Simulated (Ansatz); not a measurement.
BiB (zinc blende), relaxed and computed with several functionals in Ansatz (plane waves, PAW). Much of their spread follows the volume that each gives.

```json
[
 {"functional": "PBEsol", "V (Å³/atom)": "20.29", "B₀ by P(V) fit (GPa)": "?"},
 {"functional": "LDA", "V (Å³/atom)": "19.80", "B₀ by P(V) fit (GPa)": "87.0"},
 {"functional": "r²SCAN", "V (Å³/atom)": "20.68", "B₀ by P(V) fit (GPa)": "79.5"},
 {"functional": "PBE", "V (Å³/atom)": "21.04", "B₀ by P(V) fit (GPa)": "72.7"}
]
```

Problem. Fit a straight line to ln B₀ against ln V and predict the withheld value.

Solution. Least squares on the 3 shown rows: ln B₀ = -2.78 × ln V + (12.773), with a scatter of 2 %. For PBEsol this gives 81.8. The run itself gave 81.3, within the scatter.

Constructed cells (a structure type filled with these elements, in neither database checked): BiB, zinc blende. All cells were relaxed under the symmetry of their starts (and spin orders); stability against distortions was not tested throughout. Scalar-relativistic: spin–orbit coupling is off unless named, which matters more the heavier the elements.

Potentials: the later of the program's two PAW sets.

Ansatz (a quantum-chemistry and plane-wave program) is a plane-wave DFT program.
